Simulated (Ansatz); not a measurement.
One crystal and one scan (scan of one atom of the cell) at two levels, PBE (plane waves to 420 eV, PAW, scalar-relativistic; Ansatz, a program for electronic structure) and r2SCAN (plane waves to 500 eV, PAW, scalar-relativistic; Ansatz), each from its own relaxed cell and on its own mesh. The cell shown is that of PBE.

Starting cell, AlN (zinc blende):

```
AlN
1.0
    0.00000     2.20161     2.20161
    2.20161     0.00000     2.20161
    2.20161     2.20161     0.00000
N Al
1 1
Direct
  0.75000   0.75000   0.75000
  0.00000   0.00000   0.00000
```

In this cell atom 2 (Al, nearest neighbour N at 1.907 Å; its periodic images, 3.1 Å or more away, move with it) is moved by s along Cartesian [110], unit vector (0.707, 0.707, 0.000); all other atoms and the cell stay fixed.

The energy includes the smearing's −TS. AlN was relaxed with its symmetry unable to fall. Both scans cover s from -0.380 to 0.380 Å.

ΔE (meV/cell), each from the undisplaced structure of its own level:

```
s (Å)    PBE    r2SCAN
------  ----  --------
-0.380  1106      1204
-0.304   681  withheld
-0.228   371       405
-0.152   161       176
-0.076    40        43
0.000      0         0
0.076     40        43
0.152    161       176
0.228    371       405
0.304    681  withheld
0.380   1106      1204
```

### Question
Estimate the r2SCAN value at -0.304 from the PBE value there and the ratio of the two levels in the two nearest given rows on that side of the minimum.

### Answer
At -0.228 and -0.380 the ratio r2SCAN/PBE averages 1.090, which gives 1.090 × 681 = 742 meV/cell. The calculation gives 742 meV/cell, +9.0 % against PBE.

(For displaced atoms, the force is minus the slope of the energy, and its curvature is a force constant, which sets phonon frequencies.)
